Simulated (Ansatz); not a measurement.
Method: Ansatz, DFT LDA, scalar-relativistic, plane waves, PAW. Cutoff 420 eV, Γ-centred k meshes of 1728 to 5832 points, fixed occupations in insulators, in metals Fermi–Dirac smearing of 0.15 eV (Gaussian, 0.2 eV, where magnetic), no spin polarisation. Values of metals depend on mesh and smearing. Spin–orbit coupling is left out. Each crystal stands at its own equilibrium volume, in the symmetry named.

Question: Order these crystals by the Debye temperature from the elastic constants, lowest first.
A. Mo2N (R-3m, 3 atoms in the cell, 11.6 Å³/atom, N next to 6 Mo)
B. TlPd3 (I4/mmm, 4 atoms in the cell, 15.6 Å³/atom, Tl next to 12 Pd)
C. BaAs2Ru2 (I4/mmm, 5 atoms in the cell, 20.2 Å³/atom, Ba next to 8 As and 8 Ru)
D. BN (F-43m, 2 atoms in the cell, 5.7 Å³/atom, B next to 4 N)

Answer: B (255 K), C (292 K), A (505 K), D (1931 K).

Cost: 4 runs of about 120 core-minutes in all, on Arm Neoverse V1, Arm Neoverse V2, AMD EPYC (Zen 3) (shared hosts).